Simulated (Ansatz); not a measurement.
**Si: moving Si off its site**

Si, P6/mmm, a = 2.608 Å, c = 2.471 Å. This isn't the element's structure at ambient conditions. Ansatz: LDA, PAW, 420 eV, Γ-centred 12×12×12 mesh on 8 atoms, Gaussian smearing 0.15 eV; no spin polarisation.

```yaml
crystal:
  lattice:
    - [0.00000, 0.00000, 4.94152]
    - [2.60849, -4.51804, 0.00000]
    - [2.60849, 4.51804, 0.00000]
  atoms:
    - { symbol: Si, position: [0.00000, 0.50000, 0.00000] }
    - { symbol: Si, position: [0.50000, 0.50000, 0.00000] }
    - { symbol: Si, position: [0.00000, 0.00000, 0.00000] }
    - { symbol: Si, position: [0.50000, 0.00000, 0.00000] }
    - { symbol: Si, position: [0.00000, 0.50000, 0.50000] }
    - { symbol: Si, position: [0.50000, 0.50000, 0.50000] }
    - { symbol: Si, position: [0.00000, 0.00000, 0.50000] }
    - { symbol: Si, position: [0.50000, 0.00000, 0.50000] }
```

Atom 1 (Si) moves by x along the unit vector (0.000, 0.000, -1.000), with its periodic images; all else is held. y is the free energy of the cell over the start, F the force along the path summed over the moved atoms. Symmetry makes y even in x.

```tsv
x (Å)	y (meV)	F (eV/Å)
-0.200	?	?
-0.100	33.3	0.69
0.000	0.0	0.00
0.025	2.0	-0.16
0.050	8.1	-0.33
0.075	18.5	-0.50
0.125	53.1	-0.90
0.150	78.3	-1.12
0.175	109.4	-1.37
```

**Question.** Fit y = c2 x² + c4 x⁴ to the energies of the other rows, give the force constant, and predict energy and force of the missing row.

**Answer.** Least squares on the rows shown. y = 3218 x² + 11590 x⁴. The force constant is 2 c2 = 6.44 eV/Å² (for all images moving together, not for a lone atom). The force −dy/dx at the missing row is 1.66 eV/Å (computed 1.64). At x = -0.200 the fit asked for gives 147.3 meV. The run gave 147.1 meV, so the fit is 0.2 meV too high, a small miss on the scale of the series.

Cost: 9 runs of about 6.5 core-minutes in all, on Arm Neoverse V1 (shared hosts).